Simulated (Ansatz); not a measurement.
# Nb₂Tc: computed property card

Nb2Tc:
```cif
data_Nb8Tc4
_chemical_formula_sum 'Nb8 Tc4'
_space_group_name_H-M_alt 'Fmmm'
_space_group_IT_number 69
_space_group_name_Hall '-F 2 2'
_cell_length_a 3.21618
_cell_length_b 4.64381
_cell_length_c 13.40511
_cell_angle_alpha 90.000
_cell_angle_beta 90.000
_cell_angle_gamma 90.000
loop_
_atom_site_label
_atom_site_type_symbol
_atom_site_symmetry_multiplicity
_atom_site_Wyckoff_symbol
_atom_site_fract_x
_atom_site_fract_y
_atom_site_fract_z
_atom_site_occupancy
Nb1 Nb 8 i 0.00000 0.00000 0.33948 1
Tc1 Tc 4 a 0.00000 0.00000 0.00000 1
```
(The calculation used a cell of 3 atoms; values per cell refer to that cell.)

Space group Fmmm (No. 69); conventional cell a = 3.2162 Å, b = 4.6438 Å, c = 13.4051 Å, α = 90.00°, β = 90.00°, γ = 90.00°.

Method: the program Ansatz at the r²SCAN level (PAW). Structure relaxed to zero pressure with the same functional. Other levels are named where they apply.

Cell and energy:

```yaml
volume_per_atom: 16.68 Å³
density: 9.41 g/cm³
Formation energy from the elements (no fitted shifts): -0.16 eV/atom
```

Electronic structure:

```yaml
electronic_character: metallic (no gap)
Density of states at the Fermi level: 0.65 states/eV per atom (mean over ±0.08 eV)
```

The first step of the workflow began from a Materials Project structure, measured or hypothetical; the Crystallography Open Database copy checked does not list it. With Nb and Tc taken as one species the cell has the higher symmetry Im-3m, so it may be an ordered model of a mixed-site phase. Whether it is the stable phase at ambient conditions was not checked. The cell was relaxed with r²SCAN under the symmetry of its start; whether a distortion lowers the energy is not shown. The run is not spin-polarised. Axis ratios of metals converge slowly with the k-mesh, so a and c are less sure than the volume. The references are the lowest solids computed at this level, not always the standard phases. Scalar-relativistic: spin–orbit coupling is off unless named, which matters more the heavier the elements.

Potentials: the later of the program's two PAW sets.
